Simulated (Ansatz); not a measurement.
This is a one-shot G0W0 calculation with Ansatz on SiC₃, ordered on the diamond lattice (R3m) with 4 atoms a cell; the level of theory is G0W0@r2SCAN with 121 empty bands, a screening cutoff of 140 eV and a 6×6×6 mesh. Cell and atoms come from a relaxation with r2SCAN.

```yaml
crystal:
  lattice:
    - [1.4154339591, 0.8172011773, 4.6700734309]
    - [-1.4154339591, 0.8172011773, 4.6700734309]
    - [0.0, -1.6344023546, 4.6700734309]
  atoms:
    - { symbol: C, position: [1.0082378925, 0.0082378925, 0.0082378925] }
    - { symbol: C, position: [0.4889604675, 0.4889604675, 0.4889604675] }
    - { symbol: C, position: [0.3791724032, 0.3791724032, 0.3791724032] }
    - { symbol: Si, position: [0.8736292368, 0.8736292368, 0.8736292368] }
kpoints:
  mp_grid: { grid: [6, 6, 6] }
hamiltonian:
  xc: r2scan
scf:
  occupations: { method: fixed }
gw:
  n_empty_bands: 121
  ecut_chi: 140
  qp_bands: [v2, c2]
  qp_kpoints: band_edges
  screening: { model: contour_deformation }
```

In the abridged output below, numbers in square brackets stand for lines, or ends of lines, that were taken out.
```
Functional definition: r2SCAN
Crystal: 4 atoms, lattice volume = 32.411 Å³
Basis set: ecut = 500 eV, 821 PW (Γ)
Bands: 12, of which v1, the nominal top of the filled ones, is band 8 counted from 1 (7 counted from 0)
Symmetry: 6 space group operations
Space group: R3m (ITA 160)
k-points: 32 of 216 (time reversal used)
SCF 1 converged in 7 iterations: F = -1392.122861 eV  dr2 = 4.99e-8
SCF converged after 7 iterations
Free energy (F): -1392.122861 eV
Fermi energy:    11.212294 eV
--- G₀W₀: contour deformation, 6 samples at zero and on the imaginary axis and 1 off it, 216 q-points, 121 empty bands' worth ---
    ik  band        ε_KS         Σx   Σc(E_QP)       V_xc       Z   E_QP_lin       E_QP  E_QP is
     0     7     11.2123   -18.9244     1.8726   -16.6122  0.8093    10.7716    10.7727  root
     0     8     11.2123  [1]
     0     9     15.2543   -11.0953    -5.0632   -16.8108  0.7985    15.9096    15.9065  root
     0    10     16.2819    -9.0361    -5.1420   -14.8660  0.8041    16.9732    16.9698  root
     1     7      9.7294  [2]
     1     8     10.3315   -18.9691     2.1215   -16.3635  0.8065     9.8460     9.8474  root
     1     9     15.6165    -9.3515    -5.0448   -15.0192  0.8052    16.2421    16.2394  root
     1    10     16.5635    -8.6399    -4.9772   -14.0548  0.8090    17.0029    17.0013  root
     2     7      7.8747  [3]
     2     8      9.1153   -19.2410     2.5237   -16.1670  0.8003     8.5627     8.5650  root
     2     9     14.9711    -8.6909    -4.8034   -13.9754  0.8140    15.4537    15.4522  root
     2    10     16.1044    -7.9282    -4.8651   -13.1338  0.8148    16.4456    16.4448  root
     3     7      6.0729   -19.2808     2.9680   -15.7868  0.7849     5.5443     5.5469  root
     3     8      8.6390   -19.3678     2.6795   -16.1156  0.7976     8.0636     8.0664  root
     3     9     14.7352    -8.5660    -4.7207   -13.7277  0.8166    15.1774    15.1761  root
     3    10     15.7375    -7.5828    -4.8288   -12.7345  0.8181    16.0611    16.0603  root
     4     7      9.8053   -19.0354     2.0837   -16.4505  0.8064     9.3026     9.3041  root
     4     8     10.6559   -19.0004     2.0200   -16.5146  0.8077    10.1888    10.1901  root
     4     9     15.4186    -9.4224    -4.9442   -14.9351  0.8078    15.9893    15.9871  root
     4    10     16.9148    -8.7375    -5.2029   -14.5003  0.8007    17.4775    17.4747  root
     9     7      8.9695   -19.2255     2.3498   -16.3457  0.8021     8.4376     8.4395  root
     9     8      9.8299   -19.2498     2.2768   -16.4672  0.8042     9.3223     9.3240  root
     9     9     14.1128    -8.5621    -4.5407   -13.4997  0.8206    14.5106    14.5097  root
     9    10     15.7085    -8.3315    -4.8856   -13.6294  0.8118    16.1220    16.1207  root
    12     7      8.7397   -19.2602     2.4513   -16.2687  0.8000     8.1976     8.1996  root
    12     8      9.5036   -19.3798     2.3834   -16.4762  0.8025     8.9815     8.9834  root
    12     9     13.1069    -7.7846    -4.2533   -12.2777  0.8291    13.3470    13.3467  root
    12    10     14.1022    -8.6470    -4.5792   -13.6623  0.8208    14.5394    14.5384  root
    13     7     11.1158   -18.9304     1.8952   -16.5929  0.8090    10.6724    10.6735  root
    13     8     11.1158   -18.9304     1.8952   -16.5929  0.8090    10.6724    10.6735  root
    13     9     15.2955   -11.0487    -5.0889   -16.8085  0.7976    15.9696    15.9664  root
    13    10     16.4386    -9.0307    -5.1973   -14.9187  0.8027    17.1328    17.1292  root
    18     7      8.9414   -18.7007     2.3103   -15.8544  0.8018     8.4033     8.4054  root
    18     8     10.7703   -19.1019     2.0054   -16.6348  0.8078    10.3074    10.3086  root
    18     9     15.3145    -9.3998    -4.8443   -14.7854  0.8089    15.8578    15.8558  root
    18    10     17.0104  [4]
  […]
```

The points are ik 0 = (0, 0, 0) (Γ), ik 1 = (0, 0, 1/6), ik 2 = (0, 0, 1/3), ik 3 = (0, 0, -1/2), ik 4 = (0, 1/6, 1/6), ik 9 = (0, 1/3, 1/3), ik 12 = (0, -1/2, -1/2), ik 13 = (1/6, 1/6, 1/6), ik 18 = (1/6, 1/3, 1/3), ik 22 = (1/6, -1/2, -1/2), ik 24 = (1/6, -1/2, -1/6), ik 25 = (1/6, -1/3, -1/3); band 8 is the last filled one.

Task: Give the withheld lines. They hold quasiparticle rows.

Result:
```
[1]
     0     8     11.2123   -18.9244     1.8726   -16.6122  0.8093    10.7716    10.7727  root
[2]
     1     7      9.7294   -19.2932     2.1424   -16.6439  0.8054     9.2209     9.2224  root
[3]
     2     7      7.8747   -19.5009     2.6589   -16.2777  0.7954     7.3078     7.3104  root
[4]
    18    10     17.0104    -9.1572    -5.3156   -15.0484  0.7955    17.5889    17.5859  root
```
The trailing digits, and the zero of the energies, depend on the potentials and thresholds.

The quasiparticle gap on this mesh is 2.57 eV (Γ to k = (0, -1/2, -1/2)), against 1.89 eV from r2SCAN: +0.68 eV. Renormalisation factors Z lie between 0.78 and 0.83. G0W0 here is at a finite number of bands, screening cutoff and k mesh, not at the basis limit.

Command: `ansatz run input.yaml --threads 2 --pin off --max-ram 3686MiB --backend cpu --events-out ev --progress --plain --runs-dir out`. It took 3.1 min on 2 threads of Arm Neoverse V1, on a shared host; peak host memory 0.61 GiB.

Values at 0 K without nuclear motion; spin polarisation is off, and the phase may be a hypothetical one.
